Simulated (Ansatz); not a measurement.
ZnWO4 in space group P2/c (No. 13; Zn on 2f, W on 2e, O on 4g, O on 4g), plane-wave PAW PBEsol (Ansatz code). The conduction-band minimum lies at Z, with 1 equivalent valley. Second derivatives d²E/dk² of the lowest band at one valley (eV·Å²), along Cartesian directions:

```tsv
direction	d²E/dk²
[100]	5.697
[010]	7.932
[001]	4.052
[110]	6.814
[101]	5.767
[011]	5.992
```

Question: Find the principal effective masses, the density-of-states mass and the conductivity mass.

Answer: Off-diagonal terms follow from H_xy = H[110] − (H_xx + H_yy)/2, and m*/mₑ = 7.620 eV·Å² over each eigenvalue: 0.96, 1.3, 2.1. One valley's DOS mass (m₁m₂m₃)^(1/3) = 1.4, conductivity mass 3/(Σ 1/mᵢ) = 1.3 mₑ.

Question: What effective density of states Nc follows at 300 K for parabolic valleys?

Answer: Nc = 2.509e19 × 1 × (1.4)^(3/2) ≈ 4.2e19 cm⁻³.

Question: With the computed static dielectric constant 19.0 (mean of the diagonal), estimate a hydrogenic donor's binding energy and radius.

Answer: E = 13.606 eV × 1.3/19.0² ≈ 49 meV; a = 0.529 Å × ε/m* ≈ 7.7 Å. Semilocal masses tend to be too small when the gap is underestimated.

The first step of the workflow began from a Materials Project structure, measured or hypothetical; the Crystallography Open Database files this formula in space group No. 13, but the cells were not matched. Its standing as an ambient phase is unchecked. Symmetry was held in the PBEsol relaxation; whether a distortion lowers the energy is not shown. The run is not spin-polarised. No Hubbard U is applied. Spin–orbit coupling is left out wherever it is not named.

Potentials: the later of the program's two PAW sets.
